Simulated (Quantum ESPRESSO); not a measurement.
# Band energies of AlN at -1.5 % isotropic strain

```
AlN
1.0
    0.00000     2.15554     2.15554
    2.15554     0.00000     2.15554
    2.15554     2.15554     0.00000
N Al
1 1
Cartesian
  1.07777   1.07777   1.07777
  0.00000   0.00000   0.00000
```

norm-conserving PBEsol (Quantum ESPRESSO, 84 Ry, scalar-relativistic); path ΓXWKΓLUWLK,UX; energies in eV from the valence-band maximum.

```
k (1/Å)  point  band 1  band 2  band 3  band 4  band 5  band 6  band 7
-------  -----  ------  ------  ------  ------  ------  ------  ------
0.00         Γ  -15.19    0.00    0.00    0.00    4.47   12.86   12.86
0.73            -13.99   -2.94   -1.02   -1.02    6.06   10.46   11.75
1.46         X  -12.29   -5.08   -1.84   -1.84    3.21    8.74   14.36
2.19         W  -12.23   -3.85   -3.63   -2.84    6.04   11.52   12.24
2.31            -12.25   -4.04   -3.59   -2.59    5.92   11.17   12.50
2.70         K  -12.31   -4.39   -3.81   -1.42    5.12   10.29   13.48
3.11            -12.87   -4.65   -2.98   -0.71    7.39    9.74   12.23
3.84            -14.78   -1.67   -0.46   -0.02    5.89   12.05   12.76
4.25         Γ  -15.19    0.00    0.00    0.00    4.47   12.86   12.86
4.54            -14.98   -1.05   -0.07   -0.07    5.29   12.35   13.02
5.32            -13.17   -5.76   -0.47   -0.47    7.56   10.15   11.43
5.51         L  -12.98   -6.09   -0.49   -0.49    7.64   10.01   11.29
6.01            -12.66   -5.40   -2.32   -0.93    6.93    9.63   12.65
6.40         U  -12.31   -4.39   -3.81   -1.42    5.12   10.29   13.48
6.71            -12.26   -4.16   -3.65   -2.28    5.75   10.87   12.82
6.92         W  -12.23   -3.85   -3.63   -2.84    6.04   11.52   12.24
7.39            -12.58   -5.21   -2.52   -1.30    6.92    9.72   12.44
7.95         L  -12.98   -6.09   -0.49   -0.49    7.64   10.01   11.29
8.04            -12.97   -6.07   -0.57   -0.51    7.72    9.74   11.35
8.66            -12.42   -4.72   -3.46   -1.23    5.79   10.35   13.03
8.84         K  -12.31   -4.39   -3.81   -1.42    5.12   10.29   13.48
8.84         U  -12.31   -4.39   -3.81   -1.42    5.12   10.29   13.48
9.36         X  -12.29   -5.08   -1.84   -1.84    3.21    8.74   14.36
```

The PBEsol gap is indirect, 3.21 eV, from 93 % of the way from K to Γ to X; the smallest direct gap is 4.47 eV.

Geometry strained from the cell relaxed with PBEsol, atoms relaxed again.

This is not the ordinary phase of the substance; no match was found in the copy of COD used, and its stability was not checked.
